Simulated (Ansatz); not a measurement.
PbF$_{2}$:
```xyz
3
Lattice="0.0000 3.0003 3.0003 3.0003 0.0000 3.0003 3.0003 3.0003 0.0000" Properties=species:S:1:pos:R:3 pbc="T T T"
Pb     0.0000     0.0000     0.0000
F      1.5002     1.5002     1.5002
F      4.5005     4.5005     4.5005
```

The program Ansatz at the PBE level (PAW) gives a gap of 4.42 eV without spin–orbit coupling, maximum at W, minimum at X.

Problem. What happens when spin–orbit coupling is switched on?

Solution. The gap shrinks by 0.38 eV, to 4.04 eV; maximum at W, minimum at X.

Problem. Give the electron effective mass with spin–orbit coupling.

Solution. 0.58, 0.58, 2.6 mₑ (principal values).

Problem. Give the hole effective mass with spin–orbit coupling.

Solution. 3.2, 8.7, 8.7 mₑ (principal values).

Space group Fm-3m (fluorite). The PBE relaxation kept the symmetry of its start; phonons on a q-mesh show no instability.

Potentials: the later of the program's two PAW sets.
